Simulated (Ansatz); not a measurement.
## Ag (hcp): energy against volume

The calculation used DFT, PBEsol, plane waves (420 eV) with PAW, scalar-relativistic in Ansatz. The PAW files were generated under PBE, with cores re-solved for the functional.

The cell is scaled uniformly from the relaxed one, with fractional coordinates and shape fixed. Energies are extrapolated to zero smearing, pressures are those at the given smearing. Magnetic state: spin not included.

A Birch-Murnaghan fit gives V₀ = 16.71 Å³/atom, B₀ = 117 GPa, B₀′ = 5.6.

What are the energy above the minimum and the pressure at 14.711 Å³/atom?

116.5 meV/atom and 21.40 GPa as computed.

What are the energy above the minimum and the pressure at 17.386 Å³/atom?

9.1 meV/atom and -4.17 GPa as computed.

What are the energy above the minimum and the pressure at 18.723 Å³/atom?

68.9 meV/atom and -9.67 GPa as computed.
